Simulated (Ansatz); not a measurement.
# SnGe3Se4 (P4/mmm)

These are results of Ansatz, DFT PBE, scalar-relativistic, plane waves, PAW, not measurements.

Cutoff 420 eV; k points 10×10×4 on the computed 8-atom cell (Γ-centred); Gaussian smearing, width 0.10 eV; no spin polarisation.

The structure is relaxed at this level of theory with its symmetry kept, and needn't be the ground state of this composition.

```cif
data_structure
_symmetry_space_group_name_H-M 'P4/mmm'
_symmetry_Int_Tables_number 123
_cell_length_a 4.0858
_cell_length_b 4.0858
_cell_length_c 11.5433
_cell_angle_alpha 90.000
_cell_angle_beta 90.000
_cell_angle_gamma 90.000
_cell_volume 192.71
loop_
_atom_site_label
_atom_site_type_symbol
_atom_site_symmetry_multiplicity
_atom_site_Wyckoff_symbol
_atom_site_fract_x
_atom_site_fract_y
_atom_site_fract_z
_atom_site_occupancy
Sn1 Sn 1 c 0.50000 0.50000 0.00000 1
Ge1 Ge 2 g 0.00000 0.00000 0.74381 1
Ge2 Ge 1 d 0.50000 0.50000 0.50000 1
Se1 Se 1 b 0.00000 0.00000 0.50000 1
Se2 Se 2 h 0.50000 0.50000 0.25849 1
Se3 Se 1 a 0.00000 0.00000 0.00000 1
```

| Quantity | Value |
| --- | --- |
| Space group | P4/mmm (No. 123) |
| Volume per atom | 24.09 Å³ |
| Formation energy from the elements' standard states (uncorrected) | -0.247 eV/atom |
| Kohn–Sham band gap | zero, with almost no states at the Fermi level |
| Density of states at the Fermi level | 0.0 states/eV per cell |
| Orbital (Löwdin) character within 0.5 eV of the Fermi level | Ge 4p 45 %, Se 4p 23 %, Sn 5p 9 %, Sn 5s 9 %, Se 4s 9 % |
| Bader charge by site (e) | Sn (1 in the cell) 0.89, Ge (2 in the cell) 0.68, Ge (1 in the cell) 0.69, Se (1 in the cell) -0.69, Se (2 in the cell) -0.72, Se (1 in the cell) -0.80 |

Another cell of SnGe3Se4 relaxed alike, in R-3m, lies 14 meV/atom lower, so this cell isn't the stable form at this level.

The cell was found from a structure generator's guess, not taken from experiment. Löwdin shares on free-atom orbitals overweight diffuse shells.
